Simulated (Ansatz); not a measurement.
Nb2SnC:
```cif
data_C2Nb4Sn2
_chemical_formula_sum 'Nb4 Sn2 C2'
_space_group_name_H-M_alt 'P63/mmc'
_space_group_IT_number 194
_space_group_name_Hall '-P 6c 2c'
_cell_length_a 3.26296
_cell_length_b 3.26296
_cell_length_c 13.79015
_cell_angle_alpha 90.000
_cell_angle_beta 90.000
_cell_angle_gamma 120.000
loop_
_atom_site_label
_atom_site_type_symbol
_atom_site_symmetry_multiplicity
_atom_site_Wyckoff_symbol
_atom_site_fract_x
_atom_site_fract_y
_atom_site_fract_z
_atom_site_occupancy
Nb1 Nb 4 f 0.33333 0.66667 0.08269 1
Sn1 Sn 2 d 0.66667 0.33333 0.25000 1
C1 C 2 a 0.00000 0.00000 0.00000 1
```

Relaxed at zero pressure with DFT-r²SCAN in the program Ansatz with PAW potentials.

### Question
The volume is lowered by 9 % and shape and atoms relax at that volume. What pressure results, and how do the axes share the change?

### Answer
20.1 GPa; a -3.4 %, b -3.4 %, c -2.4 %; the energy rises by 83 meV/atom.

### Question
Give the new structure.

### Answer

Space group P6₃/mmc (No. 194); a = b = 3.1515 Å, c = 13.4528 Å, α = β = 90.00°, γ = 120.00°

| atom | site | symmetry | x | y | z |
|---|---|---|---|---|---|
| Nb | 4f | 3m. | 0.3333 | 0.6667 | 0.0857 |
| Sn | 2d | -6m2 | 0.6667 | 0.3333 | 0.2500 |
| C | 2a | -3m. | 0.0000 | 0.0000 | 0.0000 |

The phase is kept; no other phase was compared at this pressure.

Space group P6_3/mmc. The first step of the workflow began from a Materials Project structure, measured or hypothetical; the Crystallography Open Database copy checked does not list it. Whether it is the stable phase at ambient conditions was not checked. Symmetry was held in the r²SCAN relaxation; of distortions, only those at the zone centre were tested. No spin polarisation was allowed. Scalar-relativistic: spin–orbit coupling is off unless named, which matters more the heavier the elements.

Potentials: the later of the program's two PAW sets.
